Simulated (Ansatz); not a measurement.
C:
```
C
1.0
   -2.18238     2.18238     1.25084
    2.18238    -2.18238     1.25084
    2.18238     2.18238    -1.25084
C
4
Direct
  0.18030   0.18030   0.36060
  0.81970   0.18030   0.00000
  0.18030   0.81970   0.00000
  0.81970   0.81970   0.63940
```

Relaxed with r²SCAN. Special points in fractions of this cell's reciprocal vectors: Γ (0.000, 0.000, 0.000); X (0.000, 0.000, 0.500); M (-0.500, 0.500, 0.500); Z (0.332, 0.332, -0.332); Z0 (-0.332, 0.668, 0.332); P (0.250, 0.250, 0.250); N (0.000, 0.500, 0.000).

### Question
List the band energies nearest the valence-band maximum at these points for the program Ansatz at the r²SCAN level (PAW).

### Answer
In eV from the valence-band maximum; about four levels below and three above (degenerate sets whole), none deeper than 8.9 eV; points with the same levels are listed once.

```tsv
k	below	above
Γ	-7.65 -3.51 -3.51 -0.98	4.70 4.99 4.99
X	-6.37 -4.53 -3.94 -3.73	5.52 6.79 7.55
M	-6.69 -0.72 0.00 0.00	4.96 6.92 10.09
Z	-5.89 -3.05 -3.05	8.14 9.07 11.34 11.34
P	-7.23 -4.56 -4.43 -4.43	5.45 5.87 5.87
N	-6.84 -5.34 -3.42	4.68 8.12 8.60
```

Space group I4/mmm. The start of the workflow was typed in or built on a structure type; the Crystallography Open Database copy checked does not list it. It is not the phase usual at ambient conditions (space group No. 194, 227). Symmetry was held in the r²SCAN relaxation; its stability against distortions is not shown here.

Potentials: the later of the program's two PAW sets.
